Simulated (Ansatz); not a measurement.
Relaxed-ion elastic tensor of SnO$_{2}$ in space group P4_2/nmc (No. 137; Sn on 2a, O on 4d) in GPa (Voigt order), r²SCAN in the plane-wave PAW code Ansatz; density 7.32 g/cm³, 11.40 Å³ per atom.

```csv
,1,2,3,4,5,6
1,286,271,72.1,0.0,0.0,0.0
2,271,286,72.1,0.0,0.0,0.0
3,72.1,72.1,200,0.0,0.0,0.0
4,0.0,0.0,0.0,-28.0,0.0,0.0
5,0.0,0.0,0.0,0.0,-28.0,0.0
6,0.0,0.0,0.0,0.0,0.0,154
```

### Question
Is the crystal mechanically stable?

### Answer
No: the smallest eigenvalue of C is -28.0 GPa.

The cell is a constructed one: a structure type filled with these elements; neither database checked (COD, Materials Project) lists it. It is not the phase usual at ambient conditions (space group No. 136). The cell was relaxed with r²SCAN under the symmetry of its start. At this level the phase is mechanically unstable. Scalar-relativistic: spin–orbit coupling is off unless named, which matters more the heavier the elements.

Potentials: the later of the program's two PAW sets.
